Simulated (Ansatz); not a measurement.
Theory: DFT PBE, scalar-relativistic, plane waves, PAW (Ansatz 0.2.0). Settings: cutoff 420 eV, Γ-centred meshes spaced at most about 0.3 Å⁻¹ (2π included), Gaussian smearing. No spin polarisation in the final relaxations.

These are static total energies at zero pressure. All come from trial cells, and lower structures may exist.

Problem. Which of these relaxed structures of AlGa2N3 is the lowest in energy?
A.

```
Al Ga N
1.0
     2.97186    0.00000    0.00000
    -1.48593    2.57371    0.00000
     0.00000    0.00000    7.28632
Al Ga N
1 2 3
Direct
  0.00000 0.00000 0.50000
  0.33333 0.66667 0.17000
  0.66667 0.33333 0.83000
  0.33333 0.66667 0.65746
  0.66667 0.33333 0.34254
  0.00000 0.00000 0.00000
```

B.

```
Al Ga N
1.0
    -1.59232    1.59232    6.73581
     1.59232   -1.59232    6.73581
     1.59232    1.59232   -6.73581
Al Ga N
1 2 3
Direct
  0.50000 0.50000 0.00000
  0.83539 0.83539 0.00000
  0.16461 0.16461 0.00000
  0.42152 0.92152 0.50000
  0.07848 0.57848 0.50000
  0.75000 0.25000 0.50000
```

Solution. B. It has Al and Ga ordered on zinc blende sites, space group I-4m2 (No. 119); the next, A, with Al and Ga ordered on rock salt sites, space group P-3m1 (No. 164), lies 0.38 eV/atom higher. Counting N atoms around Al and Ga (those within 1.25 times the shortest such distance or 1.15 times the sum of covalent radii), the lowest has Al 4, Ga 4 and the next has Al 6, Ga 6.

With atoms moved at random, I-4m2 came back. Other cells relaxed within their symmetry can be saddle points. Some types were kept out of the candidates beforehand, so the set may lack a known form.
